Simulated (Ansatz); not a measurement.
Input file for Ansatz (a program for electronic structure):

Ansatz 0.2 input:
```yaml
crystal:
  lattice:
    - [4.8658969402, 0.0, 0.0]
    - [0.0, 4.8658969402, 0.0]
    - [0.0, 0.0, 4.8658969402]
  atoms:
    - { symbol: Al, position: [0.8445719281, 0.8445719281, 0.8445719281] }
    - { symbol: Al, position: [0.6554280719, 0.1554280719, 0.3445719281] }
    - { symbol: Al, position: [0.3445719281, 0.6554280719, 0.1554280719] }
    - { symbol: Al, position: [0.1554280719, 0.3445719281, 0.6554280719] }
    - { symbol: Pd, position: [0.147875374, 0.147875374, 0.147875374] }
    - { symbol: Pd, position: [0.352124626, 0.852124626, 0.647875374] }
    - { symbol: Pd, position: [0.647875374, 0.352124626, 0.852124626] }
    - { symbol: Pd, position: [0.852124626, 0.647875374, 0.352124626] }
kpoints:
  mp_grid: { grid: [9, 9, 9] }
hamiltonian:
  xc: r2scan
  pseudopotentials: { azcp: { folder: ./paw }, kind: paw }
scf:
  occupations: { method: gaussian, width: 0.1 }
checkpoint: { read: metal.run }
output: { write_density: true, elf: true, volumetric_format: npy }
basis: { fft_grid_basis: typed }
```

Output (shortened):

```
Pseudopotential: Al, paw, valence charge 3
Pseudopotential: Pd, paw, valence charge 18
Functional definition: r2SCAN
Crystal: 8 atoms, lattice volume = 115.210 Å³
Basis set: ecut = 500 eV, 2945 PW (Γ), exchange–correlation on 144×144×144 points (64 copies of the dense FFT grid, shifted against one another)
Bands: 51, of which v1, the nominal top of the filled ones, is band 42 counted from 1 (41 counted from 0)
Symmetry: 12 space group operations
Space group: P213 (ITA 198), of the structure as read, at distance tolerance 4.9e-5 Å
k-points: 45 of 729 (time reversal used)
Stability of the state it starts from, as read at its close in the unpolarized treatment …
iter 1 solved again at ethr=1.38e-8 eV; its pass at ethr=3.10e-3 eV (dr2=1.16e-5 eV) is discarded
SCF iter   1: F=—  HF=-30112.137991 eV  |F-HF|=—  |Δ(HF+E_count)|=         —  Δρ=1.70e-7  dr2=2.53e-11  dr2_τ=4.22e-12  ethr=1.38e-8  ⟨swp⟩=3.2  Hψ=15045  notcnv=0
preconditioner: auto → Kerker (q_TF=auto, 2.588 Å⁻¹)
SCF iter   2: F=-30112.137991 eV  HF=-30112.137991 eV  |F-HF|=2.18e-11  |Δ(HF+E_count)|=   2.96e-9  Δρ=1.03e-7  dr2=1.16e-11  dr2_τ=1.88e-12  ethr=1.00e-12  ⟨swp⟩=6.5  Hψ=7931  notcnv=0
SCF 1 converged in 2 iterations: F = -30112.137991 eV  dr2 = 1.16e-11
SCF converged after 2 iterations
Free energy (F): -30112.137991 eV
Harris-Foulkes:  -30112.137991 eV  (|F-HF|=2.18e-11)
Internal energy: -30112.129034 eV  (E = F + TS)
E sigma→0 (E₀):  -30112.133513 eV
Entropy (-TS):   -0.008957 eV (-1.120 meV/atom)
Fermi energy:    14.878359 eV
--- Per-component energies (eV) ---
  E_band       = -919.372268
  E_kinetic    = 1898.977070
  E_local      = -10381.333870  (includes V_loc(G=0)·N_el)
  E_nonlocal   = 1514.717348
  E_hartree    = 4342.535105
  E_xc         = -667.922021
  E_vxc        = -899.279551  (∫ρ·V_xc dr)
  E_paw        = -17227.384717  (= ΣΔE_a)
  E_vpaw       = -1802.701555  (= ΣTr[D̂ρ^β])
  E_aug_tail   = 0.000599  (compensation charges beyond the density's cutoff)
  E_vtau       = 65.177489  (kinetic-family band-sum trace: ∫τ·v_τ [+ j·A + Jᵃ·Aᵃ] dr)
  E_ewald      = -9589.669783
  E_core_change = -2.048765  (= ΣΔE_core)
  E_smearing   = -0.008957  (= −TS)
  E_closure    =  0.000000  (closes the sum)
  Σ components = -30112.137991   (vs F -30112.137991, Δ=0.00e0)
  [band-id]    e_kinetic+e_local+e_nonlocal+2·e_hartree+e_vxc+e_vpaw+e_augmentation_tail+e_vtau = -919.372260   (vs E_band -919.372268, Δ=8.00e-6)
--- Band table (eV; the first three rows and the last of 45) ---
  k-point 0: bands = ["-72.5663", "-72.5537", "-72.5537", "-72.5537", "-37.5297", "-37.5297", "-37.5297", "-37.4737", "-37.4669", "-37.4669", "-37.4669", "-37.4188", "-37.4188", "-37.3968", "-37.3968", "-37.3968", "4.2852", "8.3120", "8.3120", "8.3120", …
  k-point 1: bands = ["-72.5660", "-72.5550", "-72.5536", "-72.5528", "-37.5343", "-37.5303", "-37.5236", "-37.4751", "-37.4741", "-37.4683", "-37.4579", "-37.4183", "-37.4171", "-37.3983", "-37.3979", "-37.3960", "4.3736", "8.0158", "8.3196", "8.5252", …
  k-point 2: bands = ["-72.5652", "-72.5566", "-72.5533", "-72.5523", "-37.5372", "-37.5320", "-37.5164", "-37.4793", "-37.4791", "-37.4715", "-37.4479", "-37.4172", "-37.4131", "-37.4012", "-37.4004", "-37.3962", "4.6351", "7.5768", "8.3424", "8.6677", …
  k-point 44: bands = ["-72.5579", "-72.5577", "-72.5560", "-72.5558", "-37.5265", "-37.5256", "-37.5203", "-37.5192", "-37.4596", "-37.4580", "-37.4490", "-37.4473", "-37.3994", "-37.3986", "-37.3951", "-37.3945", "7.6003", "7.7656", "7.9464", "8.0412", …
```

Cost: very roughly 30 core-seconds on shared cores.

Space group P2_13. The workflow started from a Materials Project entry (that database holds measured and hypothetical structures alike); the Crystallography Open Database copy checked does not list it. With Al and Pd taken as one species the cell has the higher symmetry Pa-3, so it may be an ordered model of a mixed-site phase. Whether it is the stable phase at ambient conditions was not checked. The r²SCAN relaxation kept the symmetry of its start; whether a distortion lowers the energy is not shown. The run is not spin-polarised. Spin–orbit coupling is left out wherever it is not named.

Potentials: the earlier of the program's two PAW sets. The files were generated under PBE; for other functionals the program regenerates the frozen cores, and for LDA and PBEsol the local potential too.

Ansatz is a plane-wave DFT program.
